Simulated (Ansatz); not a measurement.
Starting cell, CoSn (CoSn type, space group P6/mmm):

```yaml
crystal:
  lattice:
    - [5.24162, 0.00000, 0.00000]
    - [-2.62081, 4.53938, 0.00000]
    - [0.00000, 0.00000, 4.18794]
  atoms:
    - { symbol: Co, position: [0.50000, 0.00000, 0.00000] }
    - { symbol: Co, position: [0.50000, 0.50000, 0.00000] }
    - { symbol: Co, position: [0.00000, 0.50000, 0.00000] }
    - { symbol: Sn, position: [0.00000, 0.00000, 0.00000] }
    - { symbol: Sn, position: [0.33333, 0.66667, 0.50000] }
    - { symbol: Sn, position: [0.66667, 0.33333, 0.50000] }
```

In this cell atom 2 (Co, nearest neighbour Sn at 2.583 Å; its periodic images, 4.2 Å or more away, move with it) is moved by s along Cartesian [110], unit vector (0.707, 0.707, 0.000); all other atoms and the cell stay fixed.

Method: r2SCAN (plane waves to 500 eV, PAW, scalar-relativistic; Ansatz, a first-principles code). k mesh 8×8×9 (Γ-centred), Fermi-Dirac smearing 0.05 eV. E stands for the smeared free energy. With partly filled bands, energies and forces of such displacements shift with the k mesh and the smearing. CoSn is run without spin polarisation. CoSn was relaxed with its symmetry unable to fall. ΔE is measured from the undisplaced structure. The last digit holds for this mesh only.

```tsv
s (Å)	ΔE (meV/cell)
-0.260	250.5
-0.208	153.6
-0.156	withheld
-0.104	36.1
-0.052	8.9
0.000	0.0
0.052	8.9
0.104	36.1
0.156	withheld
0.208	153.6
0.260	250.5
```

Problem. Fit an even polynomial form (powers 2, 4) to the given rows and predict ΔE at s = 0.156.

Solution. Least squares on the 9 given rows: ΔE = (3272)·s² + (6411)·s⁴, in meV/cell with s in Å; root-mean-square residual 0.03 meV/cell. At 0.156 the fit gives 83.4 meV/cell; the calculation gives 83.4 meV/cell, the same to the digits shown. The quadratic term alone would give 79.6 meV/cell.

(A displaced cell: forces are minus the slopes of the energy, force constants its curvatures, and phonons follow from these.)
